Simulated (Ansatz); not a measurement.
Relaxed-ion elastic tensor of Re (bcc (W type), Im-3m) in GPa (Voigt order), plane-wave PAW LDA (Ansatz code); density 21.37 g/cm³, 14.47 Å³ per atom.

```csv
,1,2,3,4,5,6
1,381,401,401,0.0,0.0,0.0
2,401,381,401,0.0,0.0,0.0
3,401,401,381,0.0,0.0,0.0
4,0.0,0.0,0.0,185,0.0,0.0
5,0.0,0.0,0.0,0.0,185,0.0
6,0.0,0.0,0.0,0.0,0.0,185
```

### Question
Is the crystal mechanically stable?

### Answer
No: the smallest eigenvalue of C is -20.2 GPa.

The workflow started from a Materials Project entry (that database holds measured and hypothetical structures alike); the Crystallography Open Database copy checked does not list it. It is not the phase usual at ambient conditions (space group No. 194). Symmetry was held in the LDA relaxation. At this level the phase is mechanically unstable. The run is not spin-polarised. As this level gives no gap, shear constants depend on the k-mesh and smearing (Fermi–Dirac, 0.1 eV here). Spin–orbit coupling is left out wherever it is not named.

Potentials: the later of the program's two PAW sets.
